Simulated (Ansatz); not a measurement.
Sr:
```
CELL_PARAMETERS angstrom
      0.00000     4.82495     4.82495
      4.82495     0.00000     4.82495
      4.82495     4.82495     0.00000
ATOMIC_POSITIONS crystal
  Sr 0.00000 0.00000 0.00000
  Sr 0.25000 0.25000 0.25000
```

Relaxed with PBE. Special points in fractions of this cell's reciprocal vectors: Γ (0.000, 0.000, 0.000); X (0.500, 0.000, 0.500); U (0.625, 0.250, 0.625); K (0.375, 0.375, 0.750); L (0.500, 0.500, 0.500); W (0.500, 0.250, 0.750).

Question: List the band energies nearest the Fermi level at these points for PBE in the plane-wave PAW code Ansatz.

Answer: In eV from the Fermi level; about four levels below and three above (degenerate sets whole), none deeper than 8.9 eV; points with the same levels are listed once.

```json
[
 {"k": "Γ", "below": "-2.67", "above": "0.62 0.62 0.62"},
 {"k": "X", "below": "-1.10 -1.10", "above": "0.19 0.19 0.73 0.73"},
 {"k": "U", "below": "-1.27 -0.89 -0.09", "above": "0.33 0.76 0.84"},
 {"k": "L", "below": "-1.81 -0.76", "above": "0.63 0.71 0.71"},
 {"k": "W", "below": "-1.05 -1.05", "above": "0.01 0.01 0.85 0.85"}
]
```

Space group Fd-3m (diamond). The start of the workflow was typed in or built on a structure type; neither database checked (COD, Materials Project) lists it. It is not the phase usual at ambient conditions (space group No. 225). The cell was relaxed with PBE under the symmetry of its start; whether a distortion lowers the energy is not shown. The volume moved by 26 % from the start of the relaxation. Scalar-relativistic: spin–orbit coupling is off unless named, which matters more the heavier the elements.

Potentials: the later of the program's two PAW sets.
